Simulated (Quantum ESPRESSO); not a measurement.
# One change at a time to Au3GaIn2Re2

Calculated results; nothing here was measured. They come from Quantum ESPRESSO 7.5, a public plane-wave density functional program. Each row is one single-point run on a made-up periodic cell of eight metal atoms, with elements, volume, strain and displacements drawn at random and not relaxed, so a cell may be unstable or far from any real phase. There is no spin polarisation or spin-orbit coupling.

Settings: PBE unless stated; PseudoDojo standard norm-conserving files; Fermi-Dirac width 0.25 eV, which means electrons at about 2900 K; cutoff 1143 eV; 8 x 6 x 2 k mesh shifted half a step off Gamma. E is the free energy of the whole cell (internal energy minus TS), so a -TS column is already part of it. Stress is positive in tension, and the pressure P is minus a third of its trace.

Checks: one run of this series was repeated at a higher cutoff and on a denser mesh, which moved values by no more than 0.012 eV, 0.09 GPa and 0.007 eV/Å, and a second program with other atomic files agreed on it to 2 % rms in force and 0.5 GPa in pressure. Known limits: heavy elements are run without spin-orbit coupling, which real alloys of them have; a spin test at this wide smearing found no moment, but such smearing suppresses magnetism that the real alloy may have.

The lattice is face-centred cubic, and the cell vectors in Å are (-0.009, 2.121, 2.088); (-4.163, 0.006, 0.011); (-0.009, -8.539, 8.408), a volume of 148.43 Å³ in run 1. The elements on sites 1 to 8 are Au Re Re In In Au Ga Au. Each later run makes one change to run 1 and keeps the rest. E is counted from run 1, and is n/a where other atomic files have another zero of energy.

```
run                           change  V (Å³)  P (GPa)  -TS (eV)  rms force (eV/Å)  largest change of a force component (eV/Å)  E (eV)
  1                             none  148.43    -5.95    -1.211             0.530                                       0.000   0.000
  2          sites 7 and 8 exchanged  148.43    -4.77    -1.270             0.508                                       0.787   0.329
  3    all lengths scaled by -0.62 %  145.70    -3.70    -1.182             0.547                                       0.059  -0.083
  4              LDA in place of PBE  148.43   -15.81    -1.224             0.520                                       0.123     n/a
  5                     Zn on site 4  148.43   -11.26    -1.218             0.443                                       0.632     n/a
  6  site 6 moved by +0.13 Å along z  148.43    -5.80    -1.215             0.529                                       0.561       ?
```

## Worked estimate

Along the move dE = -F dx. The force on site 6 along z is 0.225 eV/Å in run 1 and -0.336 eV/Å in run 6, and the move is +0.13 Å, so the mean force times the move gives an estimate.

## Withheld value

Question: what E should run 6 give?

The estimate is 0.007 eV. The calculation gave 0.007 eV.
